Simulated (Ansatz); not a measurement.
Ansatz (a quantum-chemistry and plane-wave program) input:

Ansatz 0.2 input:
```yaml
crystal:
  lattice:
    - [0.0, 2.3081219931, 2.3081219931]
    - [2.3081219931, 0.0, 2.3081219931]
    - [2.3081219931, 2.3081219931, 0.0]
  atoms:
    - { symbol: B, position: [0.0, 0.0, 0.0] }
    - { symbol: As, position: [0.5, 0.5, 0.5] }
kpoints:
  mp_grid: { grid: [11, 11, 11] }
  band_path:
    path:
      - [[0.0, 0.0, 0.0], [0.5, 0.0, 0.5], [0.625, 0.25, 0.625]]  # Γ-X-U
      - [[0.375, 0.375, 0.75], [0.0, 0.0, 0.0], [0.5, 0.5, 0.5], [0.5, 0.25, 0.75], [0.5, 0.0, 0.5]]  # K-Γ-L-W-X
    npoints: 12
basis: { xc_grid: 2 }
hamiltonian:
  xc: pbe
  pseudopotentials: { kind: paw }
magnetization: { noncollinear: true, spin_orbit: true }
scf:
  n_extra_bands: 12
  convergence: { dr2_threshold: 0.0000000001 }
  occupations: { method: gaussian, width: 0.05 }
output: { eigenvalues: true }
```

Output (shortened):

```
Pseudopotential: B, paw_fr, valence charge 3
Pseudopotential: As, paw_fr, valence charge 15
Functional definition: PBE
non-collinear run that drives no moment, with spin-orbit …
Crystal: 2 atoms, lattice volume = 24.593 Å³
Basis set: ecut = 420 eV, 531 PW (Γ), exchange–correlation on 48×48×48 points (8 copies of the dense FFT grid, shifted against one another)
Bands: 30, of which v1, the nominal top of the filled ones, is band 18 counted from 1 (17 counted from 0)
Symmetry: 48 space group operations + 48 with time reversal
k-points: 56 of 1331
Projection manifold: j_resolved (fully-relativistic pseudo-atomic orbitals)
SCF iter   1: F=—  HF=-5010.662530 eV  |F-HF|=—  |Δ(HF+E_count)|=         —  Δρ=5.05e-2  dr2=8.21e-1  dr2_m=0.00e0 (ungated)  ethr=3.10e-3  |M|=0.00e0 ∫|m|=0.00e0 μB  |m|>n=0.0e0 m-floor=0.0e0 τ_xc=0.0e0  β_m=0.30  ⟨swp⟩=6.3  Hψ=4880  notcnv=0  defer=72
preconditioner: auto → none
SCF iter   2: F=—  HF=-5010.523606 eV  |F-HF|=—  |Δ(HF+E_count)|=   1.39e-1  Δρ=3.39e-2  dr2=3.59e-1  dr2_m=0.00e0 (ungated)  ethr=3.10e-3  |M|=0.00e0 ∫|m|=0.00e0 μB  |m|>n=0.0e0 m-floor=0.0e0 τ_xc=0.0e0  β_m=0.57  ⟨swp⟩=2.0  Hψ=1239  notcnv=0  defer=282
SCF iter   3: F=—  HF=-5010.431362 eV  |F-HF|=—  |Δ(HF+E_count)|=   9.22e-2  Δρ=4.93e-3  dr2=4.32e-3  dr2_m=0.00e0 (ungated)  ethr=2.00e-3  |M|=0.00e0 ∫|m|=0.00e0 μB  |m|>n=0.0e0 m-floor=0.0e0 τ_xc=0.0e0  β_m=0.66  ⟨swp⟩=2.2  Hψ=1007  notcnv=0  defer=300
SCF iter   4: F=—  HF=-5010.431858 eV  |F-HF|=—  |Δ(HF+E_count)|=   4.96e-4  Δρ=8.59e-4  dr2=1.22e-4  dr2_m=0.00e0 (ungated)  ethr=2.40e-5  |M|=0.00e0 ∫|m|=0.00e0 μB  |m|>n=0.0e0 m-floor=0.0e0 τ_xc=0.0e0  β_m=0.70  ⟨swp⟩=2.6  Hψ=1095  notcnv=0  defer=300
SCF iter   5: F=—  HF=-5010.431888 eV  |F-HF|=—  |Δ(HF+E_count)|=   3.00e-5  Δρ=7.96e-5  dr2=6.26e-7  dr2_m=0.00e0 (ungated)  ethr=6.79e-7  |M|=0.00e0 ∫|m|=0.00e0 μB  |m|>n=0.0e0 m-floor=0.0e0 τ_xc=0.0e0  β_m=0.71  ⟨swp⟩=2.1  Hψ=1166  notcnv=0  defer=300
SCF iter   6: F=—  HF=-5010.431886 eV  |F-HF|=—  |Δ(HF+E_count)|=   1.44e-6  Δρ=2.40e-5  dr2=5.08e-8  dr2_m=0.00e0 (ungated)  ethr=3.48e-9  |M|=0.00e0 ∫|m|=0.00e0 μB  |m|>n=0.0e0 m-floor=0.0e0 τ_xc=0.0e0  β_m=0.84  ⟨swp⟩=2.0  Hψ=1318  notcnv=0  defer=300
SCF iter   7: F=—  HF=-5010.431887 eV  |F-HF|=—  |Δ(HF+E_count)|=   6.20e-8  Δρ=1.92e-6  dr2=9.69e-10  dr2_m=0.00e0 (ungated)  ethr=2.82e-10  |M|=0.00e0 ∫|m|=0.00e0 μB  |m|>n=0.0e0 m-floor=0.0e0 τ_xc=0.0e0  β_m=0.85  ⟨swp⟩=2.0  Hψ=912  notcnv=0  defer=300
SCF iter   8: F=-5010.431887 eV  HF=-5010.431887 eV  |F-HF|=2.73e-12  |Δ(HF+E_count)|=  2.48e-10  Δρ=1.86e-7  dr2=6.49e-12  dr2_m=0.00e0 (ungated)  ethr=1.00e-12  |M|=0.00e0 ∫|m|=0.00e0 μB  |m|>n=0.0e0 m-floor=0.0e0 τ_xc=0.0e0  ⟨swp⟩=7.6  Hψ=3174  notcnv=0
SCF 1 converged in 8 iterations: F = -5010.431887 eV  dr2 = 6.49e-12
NSCF: frozen V_eff on 74 k-points
SCF converged after 8 iterations
Magnetization: |M| = 0.0000 μB,  M = (+0.0000, +0.0000, +0.0000) μB
Absolute magnetization: 0.0000 μB (∫|m|)
  site 0: m = (+0.0000, +0.0000, +0.0000) μB, |m| = 0.0000 μB  (R = 0.95 Å)
  site 1: m = (+0.0000, +0.0000, +0.0000) μB, |m| = 0.0000 μB  (R = 0.95 Å)
Free energy (F): -5010.431887 eV
Harris-Foulkes:  -5010.431887 eV  (|F-HF|=2.73e-12)
Internal energy: -5010.430356 eV  (E = F + TS)
E sigma→0 (E₀):  -5010.431121 eV
Entropy (-TS):   -0.001530 eV (-0.765 meV/atom)
Fermi energy:    12.827448 eV
--- Per-component energies (eV) ---
  E_band       = -180.129103
  E_kinetic    = 147.691125
  E_local      = -1517.002611  (includes V_loc(G=0)·N_el)
  E_nonlocal   = -656.695830
  E_hartree    = 867.324678
  E_xc         = -110.640888
  E_vxc        = -116.634688  (∫ρ·V_xc dr)
  E_paw        = -1914.835308  (= ΣΔE_a)
  E_vpaw       = 227.863554  (= ΣTr[D̂ρ^β])
  E_aug_tail   = 0.000008  (compensation charges beyond the density's cutoff)
  E_ewald      = -1826.271531
  E_smearing   = -0.001530  (= −TS)
  E_closure    = 0.000000  (closes the sum)
  Σ components = -5010.431887   (vs F -5010.431887, Δ=0.00e0)
  [band-id]    e_kinetic+e_local+e_nonlocal+2·e_hartree+e_vxc+e_vpaw+e_augmentation_tail = -180.129087   (vs E_band -180.129103, Δ=1.67e-5)
--- Band table (eV; the first three rows and the last of 56) ---
  k-point 0: bands = ["-23.6751", "-23.6751", "-23.6751", "-23.6751", "-22.9490", "-22.9490", "-22.9483", "-22.9483", "-22.9483", "-22.9483", "-3.0747", "-3.0747", "12.6401", "12.6401", "12.8637", "12.8637", "12.8637", "12.8637", "16.2270", "16.2270", …
  k-point 1: bands = ["-23.6750", "-23.6750", "-23.6745", "-23.6745", "-22.9488", "-22.9488", "-22.9482", "-22.9482", "-22.9477", "-22.9477", "-2.9173", "-2.9173", "11.6401", "11.6401", "12.7125", "12.7125", "12.8507", "12.8507", "16.7868", "16.7868", …
  k-point 2: bands = ["-23.6749", "-23.6749", "-23.6731", "-23.6731", "-22.9497", "-22.9497", "-22.9465", "-22.9465", "-22.9461", "-22.9461", "-2.4480", "-2.4480", "9.4895", "9.4895", "12.7122", "12.7122", "12.8501", "12.8501", "17.2384", "17.2384", …
  k-point 55: bands = ["-23.6711", "-23.6711", "-23.6697", "-23.6697", "-22.9487", "-22.9487", "-22.9443", "-22.9443", "-22.9372", "-22.9372", "2.4240", "2.4240", "5.5309", "5.5309", "6.2841", "6.2841", "7.4296", "7.4296", "15.3696", "15.3696", "17.4467", …
```

Cost: very roughly 10 core-seconds on shared cores.

Space group Fm-3m (rock salt). The start of the workflow was typed in or built on a structure type; neither database checked (COD, Materials Project) lists it. It is not the phase usual at ambient conditions (space group No. 216). Symmetry was held in the PBE relaxation; whether a distortion lowers the energy is not shown. Its formation energy is positive at this level, so the cell may be metastable or incomplete.

Potentials: the later of the program's two PAW sets.

Ansatz is a plane-wave DFT program.
